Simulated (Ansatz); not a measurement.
## PrCuAs2: from a guess to a relaxed structure

The calculation used DFT PBE, scalar-relativistic, plane waves, PAW, and for the lanthanide a 4f-in-core norm-conserving potential (Ansatz). Cutoff 660 eV, Gaussian smearing, Γ-centred meshes. Cell and atoms relax first on a coarse mesh and then on a finer one. In between, the cell is made exact in the group found at 0.06 Å. In metals the finer mesh still leaves noise of several meV/atom or more. The steps can't lower the symmetry of their start. No spin polarisation.

A trial structure of PrCuAs2 was built thus: random cell by space group and Wyckoff sites (I4mm, No. 107). Lengths were set from tabulated atomic sizes, so they are only a guess.

```cif
data_structure
_symmetry_space_group_name_H-M 'P 1'
_symmetry_Int_Tables_number 1
_cell_length_a 4.8752
_cell_length_b 4.8752
_cell_length_c 4.8752
_cell_angle_alpha 111.908
_cell_angle_beta 111.908
_cell_angle_gamma 104.700
_cell_volume 88.74
loop_
_atom_site_label
_atom_site_type_symbol
_atom_site_fract_x
_atom_site_fract_y
_atom_site_fract_z
_atom_site_occupancy
Pr1 Pr 0.42711 0.42711 0.00000 1
Cu1 Cu 0.89111 0.89111 0.00000 1
As1 As 0.03034 0.53034 0.50000 1
As2 As 0.53034 0.03034 0.50000 1
```

Formation energies are uncorrected and refer to the elements' standard structures at the same level.

Question: Describe the relaxed structure.

Answer: The symmetry stays I4mm (No. 107). The volume per atom shrinks by 2.8 %, from 22.2 to 21.6 Å³. The shortest distance goes from 2.76 Å (Pr–Cu) to 2.48 Å (Cu–As). The ratio c/a of the conventional cell changes by a factor of 2.01. The energy falls by about 0.37 eV/atom (the start's value is from the coarse mesh). Conventional cell: a = 4.285 Å, c = 9.391 Å. Pr has 8 As at 3.16–3.19 Å, 4 Cu at 3.23 Å and 1 Cu at 3.57 Å; Cu is surrounded by 4 As at 2.48 Å, 4 Pr at 3.23 Å and 1 Pr at 3.57 Å; As is surrounded by 2 Cu at 2.48 Å, 4 As at 3.03 Å and 4 Pr at 3.16–3.19 Å.

```
Pr Cu As
1.0
    -2.14257    2.14257    4.69562
     2.14257   -2.14257    4.69562
     2.14257    2.14257   -4.69562
Pr Cu As
1 1 2
Direct
  0.31376 0.31376 0.00000
  0.93314 0.93314 0.00000
  0.06600 0.56600 0.50000
  0.56600 0.06600 0.50000
```

Question: How does it come out in energy, and is it a metal?

Answer: The formation energy is −0.48 eV/atom and the gap on the 16×16×16 mesh of the 4-atom cell is 0 eV (a metal).

It lies below the elements, which doesn't yet make it stable against other compounds or structures.

The last run used Gaussian smearing of 0.10 eV. The reference form of As is held partly by dispersion forces, which this level lacks. Symmetry constrained the relaxation, so the result can be a saddle point. In all, the 4 runs took 46 min on 1 thread of Arm Neoverse V1, on a shared host.

The lanthanide is trivalent by construction, without f bands, f moments or other valences. The reference runs of the other elements, and any phases without the lanthanide, used 420 eV, which shifts energies against them by under 10 meV/atom. The lanthanide's reference is the lowest of its hcp, dhcp and fcc cells.
